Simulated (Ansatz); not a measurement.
# SrTiO3: an elastic constant from a strain scan

Method: Ansatz 0.2.0, DFT PBEsol, scalar-relativistic, plane waves, PAW. The runs took a 420 eV cutoff, a Γ-centred 8×8×8 mesh and Gaussian smearing (0.05 eV). No spin polarisation. Energies are free energies at this smearing, counted from the undisturbed cell; pressure is positive in compression.

Zero of the scan (relaxed at this level; it needn't be the usual structure):

```
Sr Ti O
1.0
    -2.74354    2.74354    3.90431
     2.74354   -2.74354    3.90431
     2.74354    2.74354   -3.90431
Sr Ti O
2 2 6
Cartesian
  0.0000 2.7435 1.9522
  2.7435 0.0000 1.9522
  0.0000 0.0000 0.0000
  0.0000 0.0000 3.9043
  0.0000 0.0000 1.9522
  0.0000 0.0000 5.8565
  1.2365 3.9801 0.0000
  1.5070 1.2365 0.0000
  1.5070 -1.2365 3.9043
  1.2365 1.5070 3.9043
```

The cell is strained by ε times the Voigt pattern (0, 1, 0, 0, 0, 0) (xx, yy, zz, yz, xz, xy; engineering shear) with fractional coordinates fixed. The cell holds 10 atoms in V0 = 117.55 Å³. The stress column is τ = (1/V0) dE/dε, got from the stress tensor σ (compression positive) at each point as −det(1 + εP) σ : P(1 + εP)⁻¹, with P the pattern as a tensor.

```csv
ε,ΔE (meV/atom),τ (GPa)
-0.0200,5.194,-7.223
-0.0150,2.902,-5.333
-0.0100,1.271,-3.503
-0.0050,0.313,-1.730
0.0000,0.000,-0.011
0.0050,0.294,1.653
0.0100,1.208,3.267
0.0150,2.687,4.830
0.0175,3.646,5.594
0.0200,?,?
```

**Question.** Which combination of elastic constants does this scan measure, and how large is it?

**Answer.** For small ε, τ = τ0 + Kε with K = pᵀCp, which for this pattern is C22 in the Cartesian frame shown. The parabola through τ at ε = -0.0050, 0 and 0.0050 has slope K = 338 GPa at zero. The energies per cell, E = NΔE, of the same two points give K = 2[E(ε₊)/ε₊ − E(ε₋)/ε₋]/[(ε₊ − ε₋)V0] = 331 GPa, in agreement. These are clamped-ion values.

**Question.** Predict the withheld row at ε = 0.0200 from the harmonic law, and compare.

**Answer.** ΔE = V0(τ0 ε + Kε²/2)/N = 4.947 meV/atom and τ = 6.75 GPa. The calculation gives 4.745 meV/atom and 6.35 GPa, a miss of 4.1 % of the harmonic energy, so the harmonic law still holds here.

Forces appear on the atoms along this scan, and letting them relax would lower the energy and soften the response.

Cost: 10 runs of about 12 core-minutes in all, on Intel Xeon Processor @ 2.50GHz (Skylake/Cascade Lake) (shared hosts).